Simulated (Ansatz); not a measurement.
Total density of states per atom from plane-wave PAW PBEsol (Ansatz code), in 0.25 eV bins, energy from the valence-band maximum:

```
E (eV)  states/eV/atom
------  --------------
-7.85             0.62
-7.60             0.42
-7.35             0.33
-7.10             0.26
-6.85             0.21
-6.60             0.17
-6.35             0.16
-6.10             0.16
-5.85             0.15
-5.60             0.22
-5.35             0.36
-5.10             0.30
-4.85             0.35
-4.60             0.39
-4.35             0.36
-4.10             0.38
-3.85             0.49
-3.60             0.47
-3.35             0.56
-3.10             0.52
-2.85             0.56
-2.60             0.55
-2.35             0.50
-2.10             0.49
-1.85             0.50
-1.60             0.45
-1.35             0.42
-1.10             0.44
-0.85             0.28
-0.60             0.21
-0.35             0.14
-0.10             0.03
0.15              0.00
0.40              0.00
0.65              0.00
0.90              0.00
1.15              0.00
1.40              0.00
1.65              0.01
1.90              0.04
2.15              0.06
2.40              0.08
2.65              0.10
2.90              0.12
3.15              0.16
3.40              0.19
3.65              0.22
3.90              0.26
4.15              0.35
4.40              0.50
4.65              0.55
4.90              0.63
5.15              0.55
5.40              0.36
5.65              0.31
5.90              0.22
6.15              0.32
```

Question: Which compound is it?
A) SiGeC2, P-4m2 (Si on 1a, C on 2g, Ge on 1c)
B) SiRu, P2_13 (Si on 4a, Ru on 4a)
C) SiRh, Pnma (Si on 4c, Rh on 4c)
D) TiSi, CsCl type

Answer: A, SiGeC2, P-4m2 (Si on 1a, C on 2g, Ge on 1c). Top 1 eV of the valence band: C 2p 81 %, Ge 4p 10 %. Bottom 1 eV of the conduction band: C 2s 28 %, Si 3p 26 %, Ge 4p 23 %, C 2p 8 %, outside the projected shells 14 %. Projections are on Löwdin-orthogonalised atomic valence shells; empty p or d shells of many metals are not among them.

The start of the workflow was typed in or built on a structure type; neither database checked (COD, Materials Project) lists it. Whether it is the stable phase at ambient conditions was not checked. The cell was relaxed with PBEsol under the symmetry of its start; its stability against distortions is not shown here. Scalar-relativistic: spin–orbit coupling is off unless named, which matters more the heavier the elements.

Potentials: the earlier of the program's two PAW sets. The files were generated under PBE; for other functionals the program regenerates the frozen cores, and for LDA and PBEsol the local potential too.
